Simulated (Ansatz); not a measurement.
## GdH2ClO2: what disorder changes

Computed with the plane-wave PAW code Ansatz (scalar-relativistic, PAW set soft_2): PBEsol, collinear spin, 420 eV cutoff. The crystal was solved on a k mesh of 4×6×4 points, the disordered cell on 2×2×2.

The crystal, relaxed (space group 11):

```
CELL_PARAMETERS angstrom
6.14462 0.00000 0.10964
0.00000 3.69354 0.00000
-2.29614 0.00000 6.17185
ATOMIC_POSITIONS crystal
Gd 0.29586 0.25000 0.12219
Gd 0.70414 0.75000 0.87781
H 0.12039 0.75000 0.76798
H 0.87961 0.25000 0.23202
H 0.66605 0.75000 0.31156
H 0.33395 0.25000 0.68844
Cl 0.24180 0.75000 0.44042
Cl 0.75820 0.25000 0.55958
O 0.10132 0.75000 0.91004
O 0.89868 0.25000 0.08996
O 0.55806 0.75000 0.16342
O 0.44194 0.25000 0.83658
```

18 atoms were packed at random into a cubic cell of 8 % more volume than the crystal, run there for 240 fs with a thermostat set to 3300 K, cooled for 240 fs (to 470 K at the end) and relaxed with the volume free. That is too short for the atoms to find their places (mean square shift in the hot run: Gd 0.3, H 2.0, Cl 0.9, O 1.0 Å²), so the result is one frozen random packing, not an equilibrated glass.

| neighbours | within (Å) | crystal, mean (range) | disordered, mean (range) | mean distance, crystal (Å) | mean distance, disordered (Å) |
| --- | --- | --- | --- | --- | --- |
| O around Gd | 3.04 | 6.0 | 4.7 (4 to 6) | 2.38 | 2.38 |
| H around Gd | 3.74 | 8.0 | 6.7 (5 to 8) | 3.05 | 2.99 |
| Cl around Gd | 3.76 | 3.0 | 2.7 (2 to 3) | 3.03 | 2.91 |

The disordered cell lies 0.15 eV an atom above the crystal and takes 5 % more volume. That lies within a few per cent of the volume it was packed at and isn't the density of an equilibrated glass. Its gap on the mesh is 2.71 eV, against 3.19 eV in the crystal. Bader charges: Gd 2.07 to 2.10 e, H 0.56 to 0.62 e, Cl -0.72 to -0.71 e, O -1.29 to -1.25 e.

The disordered cell:

```
GdH2ClO2 disordered
1.0
     6.0575    0.0000    0.0000
     0.0000    6.0575    0.0000
     0.0000    0.0000    6.0575
Cl Gd H O
3 3 6 6
Direct
  0.1643 0.6414 0.2081
  0.6618 0.6160 0.4828
  0.9125 0.1606 0.2409
  0.8848 0.3741 0.8354
  0.3313 0.2648 0.4453
  0.4252 0.7803 0.8514
  0.8858 0.8303 0.0334
  0.9493 0.8598 0.7818
  0.6202 0.5072 0.1613
  0.7123 0.0576 0.5550
  0.1147 0.8669 0.5077
  0.4709 0.1816 0.0336
  0.6224 0.1282 0.6709
  0.8389 0.7840 0.8838
  0.1553 0.9607 0.6349
  0.4059 0.0472 0.1011
  0.2003 0.4613 0.7055
  0.5701 0.4619 0.0138
```

Caveats: Gd without a U keeps its half-filled shell, but its 4f levels lie too near the Fermi level; open f or d shells may hold a state above the lowest; relaxed at the zone centre alone, so forces of up to 0.3 eV/Å are left on the mesh used here; the cell was held cubic, which leaves uneven stresses of up to 2.0 GPa; one small cell; the crystal itself isn't shown to be the stable phase.
